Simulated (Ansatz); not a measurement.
TlBr (rock salt, Fm-3m) is relaxed with the program Ansatz at the LDA level (PAW). What lattice parameters of the conventional cell result?

a = 6.421 Å.

These are the values of the symmetrised cell.

Is it a metal or does it have a gap at this level?

A gap of 1.48 eV.

The cell is a constructed one: a structure type filled with these elements; the Crystallography Open Database copy checked does not list it. COD files the formula under space group No. 221, so this cell is another polymorph or a model. Its standing as an ambient phase is unchecked. The cell was relaxed with LDA under the symmetry of its start; phonons on a q-mesh show no instability. The volume moved by -15 % from the start of the relaxation. Scalar-relativistic: spin–orbit coupling is off unless named, which matters more the heavier the elements.

Potentials: the later of the program's two PAW sets.
